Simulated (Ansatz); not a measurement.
Level of theory: DFT PBE, scalar-relativistic, plane waves, PAW (Ansatz 0.2.0). Cutoff 420 eV, Γ-centred meshes of about 0.25 Å⁻¹ or finer for metals and 0.3 Å⁻¹ for insulators (2π included), Gaussian smearing. No spin polarisation.

These relaxed cells of BaCd3Se4 both derive from the zinc-blende structure, more or less distorted, and differ in how Ba and Cd are arranged on its sites.

Cell 1.

```
CELL_PARAMETERS angstrom
4.55505 0.00000 0.00000
0.00000 4.55505 0.00000
0.00000 0.00000 13.01227
ATOMIC_POSITIONS crystal
Ba 0.00000 0.00000 0.00000
Cd 0.50000 0.50000 0.72406
Cd 0.00000 0.00000 0.50000
Cd 0.50000 0.50000 0.27594
Se 0.00000 0.50000 0.61191
Se 0.50000 0.00000 0.38809
Se 0.00000 0.50000 0.16256
Se 0.50000 0.00000 0.83744
```

Cell 2.

```
CELL_PARAMETERS angstrom
6.47399 0.00000 0.00000
0.00000 6.47399 0.00000
0.00000 0.00000 6.47399
ATOMIC_POSITIONS crystal
Ba 0.00000 0.00000 0.00000
Cd 0.00000 0.50000 0.50000
Cd 0.50000 0.50000 0.00000
Cd 0.50000 0.00000 0.50000
Se 0.72482 0.72482 0.27518
Se 0.72482 0.27518 0.72482
Se 0.27518 0.72482 0.72482
Se 0.27518 0.27518 0.27518
```

Question: Which of the two orders is favoured, and by what margin per atom?

Answer: Cell 1 (P-4m2) is lower; cell 2 (P-43m) lies 14 meV/atom higher. Cell 1, 33.7 Å³/atom, gap 0.83 eV on its mesh: Ba has 4 Se at 3.11 Å; Cd on a site of symmetry 2mm is surrounded by 4 Se at 2.70–2.71 Å; around Cd on a site of symmetry -4m2 lie 4 Se at 2.70 Å; Se on its first site is surrounded by 4 Cd at 2.70 Å; 1 more site not described. Cell 2, 33.9 Å³/atom, gap 0.76 eV on its mesh: Ba has 4 Se at 3.09 Å; Cd has 4 Se at 2.72 Å; Se has 3 Cd at 2.72 Å and 1 Ba at 3.09 Å. Another cell of the search lies lower still, by 53 meV/atom.

Kohn–Sham gaps at this level usually fall short of measured ones. With atoms moved at random, cell 1 (by 53 meV/atom) fell into a lower structure and cell 2 came back. Other orderings may lie lower.
